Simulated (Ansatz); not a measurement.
**GeCl2: stable or not**

It was reached by relaxing an invented guess, and it needn't be the stable form of this composition.

These are results of Ansatz, DFT PBE, scalar-relativistic, plane waves, PAW, not measurements. The final run on the 3-atom cell used 420 eV, a Γ-centred 6×6×6 mesh, 0.02 eV smearing and no spin polarisation.

```cif
data_structure
_symmetry_space_group_name_H-M 'Fm-3m'
_symmetry_Int_Tables_number 225
_cell_length_a 6.6192
_cell_length_b 6.6192
_cell_length_c 6.6192
_cell_angle_alpha 90.000
_cell_angle_beta 90.000
_cell_angle_gamma 90.000
_cell_volume 290.02
loop_
_atom_site_label
_atom_site_type_symbol
_atom_site_symmetry_multiplicity
_atom_site_Wyckoff_symbol
_atom_site_fract_x
_atom_site_fract_y
_atom_site_fract_z
_atom_site_occupancy
Ge1 Ge 4 a 0.00000 0.00000 0.00000 1
Cl1 Cl 8 c 0.25000 0.75000 0.75000 1
```

Formation energies are uncorrected and refer to the elements' standard structures at the same level (Cl₂ as a molecule).

Question: These tests were run: energy against the elements; phonons on a 2×2×2 q mesh. What do they show?

Answer:

| test | result |
| --- | --- |
| energy against the elements | −0.667 eV/atom |
| phonons on a 2×2×2 q mesh | imaginary modes down to 90i cm⁻¹ |

It fails one test: phonons on a 2×2×2 q mesh. So it isn't even a local minimum.

The run for the phonons used a 6×6×6 k mesh. Another cell of GeCl2 relaxed alike, in Fd-3m, lies 39 meV/atom lower, so this cell isn't the stable form at this level.
